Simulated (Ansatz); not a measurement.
YNbN$_{3}$ (cubic perovskite, space group No. 221) at seven volumes, PBEsol (plane waves, PAW; program Ansatz), scaled uniformly. One row is withheld.

```tsv
V (Å³/atom)	P (GPa)
11.743	?
12.131	14.52
12.518	6.63
12.905	0.00
13.292	-5.70
13.679	-10.69
14.066	-15.07
```

Task: Fit the shown pressures and predict the withheld one.

Result: Third-order Birch–Murnaghan: P = (3/2)B₀(x^(7/2) − x^(5/2))[1 + (3/4)(B′ − 4)(x − 1)] with x = (V₀/V)^(2/3). Least squares on the six rows gives V₀ = 12.906 Å³/atom, B₀ = 206.9 GPa, B′ = 3.95. At V = 11.743, x = 1.0650 and P = 23.55 GPa. The run itself gave 23.75 GPa.

Space group Pm-3m (cubic perovskite). The start of the workflow was typed in or built on a structure type; neither database checked (COD, Materials Project) lists it. Whether it is the stable phase at ambient conditions was not checked. The cell was relaxed with PBEsol under the symmetry of its start. At this level the phase is dynamically unstable (imaginary phonons). The workflow began spin-polarised and lost its moments.

Potentials: the earlier of the program's two PAW sets. The files were generated under PBE; for other functionals the program regenerates the frozen cores, and for LDA and PBEsol the local potential too.
